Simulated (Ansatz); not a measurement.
C:
```cif
data_C12
_chemical_formula_sum 'C12'
_space_group_name_H-M_alt 'P 1'
_space_group_IT_number 1
_cell_length_a 3.79564
_cell_length_b 3.79564
_cell_length_c 4.67207
_cell_angle_alpha 90.000
_cell_angle_beta 90.000
_cell_angle_gamma 90.000
loop_
_space_group_symop_operation_xyz
  'x, y, z'
loop_
_atom_site_label
_atom_site_type_symbol
_atom_site_fract_x
_atom_site_fract_y
_atom_site_fract_z
_atom_site_occupancy
C1 C 0.92395 0.07605 0.75000 1
C2 C 0.42395 0.42395 0.00000 1
C3 C 0.07605 0.92395 0.25000 1
C4 C 0.57605 0.57605 0.50000 1
C5 C 0.62114 0.16705 0.53363 1
C6 C 0.33295 0.12114 0.78363 1
C7 C 0.37886 0.83295 0.03363 1
C8 C 0.66705 0.87886 0.28363 1
C9 C 0.12114 0.33295 0.21637 1
C10 C 0.83295 0.37886 0.96637 1
C11 C 0.87886 0.66705 0.71637 1
C12 C 0.16705 0.62114 0.46637 1
```

Relaxed with r²SCAN. The program Ansatz at the r²SCAN level (PAW) gives a gap of 5.37 eV.

Task: What gap does HSE06 give on the same cell (Ansatz, PAW)?

Result: 6.26 eV, 0.90 eV more. The hybrid was solved on a coarser mesh and at special points; the gap given is the minimum over both.

```json
[
 {"k": "Γ", "v1 r²SCAN": "-0.54", "c1 r²SCAN": "5.37", "v1 HSE06": "-0.61", "c1 HSE06": "6.26"},
 {"k": "Z", "v1 r²SCAN": "-1.66", "c1 r²SCAN": "5.38", "v1 HSE06": "-1.74", "c1 HSE06": "6.27"},
 {"k": "M", "v1 r²SCAN": "-0.45", "c1 r²SCAN": "5.68", "v1 HSE06": "[?]", "c1 HSE06": "[?]"},
 {"k": "A", "v1 r²SCAN": "-1.88", "c1 r²SCAN": "6.04", "v1 HSE06": "[?]", "c1 HSE06": "[?]"},
 {"k": "R", "v1 r²SCAN": "-0.95", "c1 r²SCAN": "5.59", "v1 HSE06": "[?]", "c1 HSE06": "[?]"},
 {"k": "X", "v1 r²SCAN": "-0.49", "c1 r²SCAN": "6.56", "v1 HSE06": "[?]", "c1 HSE06": "[?]"}
]
```

Task: Top valence (v1) and lowest conduction level (c1) in eV from each method's valence maximum (which need not be a listed point): supply the withheld HSE06 values.

Result: 
- A, v1 HSE06: -1.97
- A, c1 HSE06: 6.98
- X, v1 HSE06: -0.51
- X, c1 HSE06: 7.58
- R, v1 HSE06: -0.98
- R, c1 HSE06: 6.57
- M, v1 HSE06: -0.46
- M, c1 HSE06: 6.65

Cost on shared cores: the r²SCAN run (SCF on a 7×7×6 mesh, then bands and DOS) around 100 core-seconds (rough), the HSE06 run (SCF on 4×4×4, then a few points) very roughly 80 core-seconds; the tasks are unlike.

Space group P4_12_12. The start of the workflow was typed in or built on a structure type; neither database checked (COD, Materials Project) lists it. It is not the phase usual at ambient conditions (space group No. 194, 227). The cell was relaxed with r²SCAN under the symmetry of its start; whether a distortion lowers the energy is not shown. The volume moved by 26 % from the start of the relaxation.

Potentials: the later of the program's two PAW sets.
